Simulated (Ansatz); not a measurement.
**Rb₂CdSe₂O₆ — 17O NMR of the central transition**

Cell: a refined structure from the COD.

Space group R-3m:H (No. 166); a = 5.7503, c = 19.6685 Å, γ = 120.00°.

| site | Wyckoff | site symmetry | x | y | z |
| --- | --- | --- | --- | --- | --- |
| Rb | 6c | 3m | 0.0000 | 0.0000 | 0.8038 |
| Cd | 3a | -3m | 0.0000 | 0.0000 | 0.0000 |
| Se | 6c | 3m | 0.0000 | 0.0000 | 0.6269 |
| O | 18h | .m | 0.1537 | 0.8463 | 0.5907 |

One atom of each set is listed; the run and its k-mesh use a cell of 11 atoms with edges of 7.35, 7.35, 7.35 Å.

All values are calculated (Ansatz; DFT, PBE, plane waves and PAW, scalar-relativistic, 420 eV cutoff, Γ-centred 4×4×4 k-points, Fermi–Dirac smearing 0.02 eV), not measured.

17O has I = 5/2 and Q = -25.58 mb (Pyykkö 2018); at 35.2 T its Larmor frequency is ν₀ = 203.3 MHz. Only the quadrupole interaction is simulated: positions count from each site's isotropic chemical shift, and J coupling is left out, as are shift anisotropy and dipolar coupling, which fast spinning averages.

Q: Simulate the second-order pattern (fast magic-angle spinning, Gaussian broadening 0.2 kHz) of site O (1 Se at 1.69 Å; also 1 Cd at 2.33 Å, 3 Rb at 2.97–3.12 Å).

A: The calculation gives C_Q = -7.63 MHz and η = 0.19, so ν_Q = 1.14 MHz and the centre of gravity lies at -8.56 ppm (-1.74 kHz).

| offset (kHz) | height |
| --- | --- |
| -4.516 | 0 |
| -4.376 | 2 |
| -4.236 | 6 |
| -4.095 | 7 |
| -3.955 | 7 |
| -3.815 | 8 |
| -3.674 | 8 |
| -3.534 | 8 |
| -3.394 | 8 |
| -3.253 | 9 |
| -3.113 | 10 |
| -2.972 | 22 |
| -2.832 | 46 |
| -2.692 | 64 |
| -2.551 | 85 |
| -2.411 | 78 |
| -2.271 | 63 |
| -2.130 | 57 |
| -1.990 | 54 |
| -1.849 | 53 |
| -1.709 | 53 |
| -1.569 | 54 |
| -1.428 | 57 |
| -1.288 | 61 |
| -1.148 | 68 |
| -1.007 | 84 |
| -0.867 | 100 |
| -0.727 | 85 |
| -0.586 | 67 |
| -0.446 | 42 |
| -0.305 | 9 |
| -0.165 | 0 |

At O V_zz points along its bond to Se (within 6°).

The calculated pressure of 5 GPa (PBE) comes partly from the unrelaxed atoms: it is 2.7 GPa once they are relaxed in the same cell. The largest force is 1.3 eV/Å, so the atoms aren't at the calculated equilibrium and relaxing them would move these values.

Hardware: 1 thread of AMD EPYC 9R14 (Zen 4) (x86_64; 16 cores open to the job, memory cap 2.5 GiB, no GPU), a shared host with a load of 0.3 a core. Wall time 8.1 s, CPU time 8 s, peak memory 0.65 GiB.
